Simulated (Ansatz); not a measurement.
An Ansatz (a first-principles code) input:

Ansatz 0.2 input:
```yaml
crystal:
  lattice:
    - [2.2150945429, 1.2788854306, 7.2846535339]
    - [-2.2150945429, 1.2788854306, 7.2846535339]
    - [0.0, -2.5577708612, 7.2846535339]
  atoms:
    - { symbol: Zn, position: [0.4993381075, 0.4993381075, 0.4993381075] }
    - { symbol: Cd, position: [0.0016125762, 0.0016125762, 0.0016125762] }
    - { symbol: Te, position: [0.1295878811, 0.1295878811, 0.1295878811] }
    - { symbol: Te, position: [0.6194754352, 0.6194754352, 0.6194754352] }
kpoints:
  mp_grid: { grid: [6, 6, 6] }
hamiltonian:
  xc: hse06
  pseudopotentials: { kind: paw }
scf:
  n_extra_bands: 6
  occupations: { method: fixed }
output:
  eigenvalues: true
  eigenstates:
    e_range: [-9.0, 9.1]
    kpoints:
      - [0.0, 0.0, 0.0]  # VBM
      - [0.0, 0.0, 0.0]  # CBM
      - [0.0, 0.0, 0.0]  # GAMMA
      - [0.5, 0.5, 0.5]  # T
      - [0.5, 0.0, 0.0]  # L
      - [0.5, 0.0, 0.5]  # F
      - [0.3436069705, -0.3436069705, 0.0]  # S_0
      - [0.6563930295, 0.0, 0.3436069705]  # S_2
      - [0.5, -0.187213941, 0.187213941]  # H_0
      - [0.812786059, 0.187213941, 0.5]  # H_2
```

**Question.** How many symmetry operations and irreducible k-points will the run report?

**Answer.** 6 operations, 32 of 216 k-points.

**Question.** With a cutoff of 420 eV, how many plane waves at Γ?

**Answer.** 2437.

It took around 27 core-minutes (rough) on shared server cores.

The points marked VBM and CBM come from a semilocal run.

Space group R3m. The first step of the workflow began from a Materials Project structure, measured or hypothetical; the Crystallography Open Database copy checked does not list it. Whether it is the stable phase at ambient conditions was not checked. The cell was relaxed with PBEsol under the symmetry of its start; whether a distortion lowers the energy is not shown. Scalar-relativistic: spin–orbit coupling is off unless named, which matters more the heavier the elements.

Potentials: the later of the program's two PAW sets.

Ansatz is a plane-wave DFT program.
